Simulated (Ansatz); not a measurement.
Relaxed BP (zinc blende):

```
BP
1.0
    0.00000     2.27424     2.27424
    2.27424     0.00000     2.27424
    2.27424     2.27424     0.00000
P B
1 1
Direct
  0.75000   0.75000   0.75000
  0.00000   0.00000   0.00000
```

A phonon eigenvector at Γ is frozen into this cell: atom i moves by Q times the vector below, so Q is the largest atomic displacement, in Å. The cell is held. It is one choice among 3 degenerate patterns.

```
atom      x      y       z
----  -----  -----  ------
P1    0.000  0.000   0.349
B2    0.000  0.000  -1.000
```

Level of theory: PBE (plane waves to 420 eV, PAW, scalar-relativistic; Ansatz, an electronic-structure program). k mesh 12×12×12 (Γ-centred), Fermi-Dirac smearing 0.05 eV. The energy includes the smearing's −TS. As the smearing reaches across the gap at some points, energies and forces of such displacements shift with the k mesh and the smearing. BP was relaxed with its symmetry unable to fall. ΔE is measured from the undisplaced structure. The last digit holds for this mesh only.

| Q (Å) | ΔE (meV/cell) |
|---|---|
| -0.2800 | 1207.1 |
| -0.2333 | withheld |
| -0.1867 | 569.5 |
| -0.1400 | 327.5 |
| -0.0933 | 147.8 |
| -0.0467 | 37.2 |
| 0.0000 | 0.0 |
| 0.0467 | 37.2 |
| 0.0933 | 147.8 |
| 0.1400 | 327.5 |
| 0.1867 | 569.5 |
| 0.2333 | withheld |
| 0.2800 | 1207.1 |

Question: Fit an even polynomial form (powers 2, 4, 6) to the given rows and predict ΔE at Q = -0.2333.

Answer: Least squares on the 11 given rows: ΔE = (17210)·Q² + (-26270)·Q⁴ + (40910)·Q⁶, in meV/cell with Q in Å; root-mean-square residual 0.21 meV/cell. At -0.2333 the fit gives 865.5 meV/cell; the calculation gives 865.4 meV/cell, so the interpolation is off by 0.1 (+0.0 %). The quadratic term alone would give 936.7 meV/cell.

(For displaced atoms, the force is minus the slope of the energy, and its curvature is a force constant, which sets phonon frequencies.)
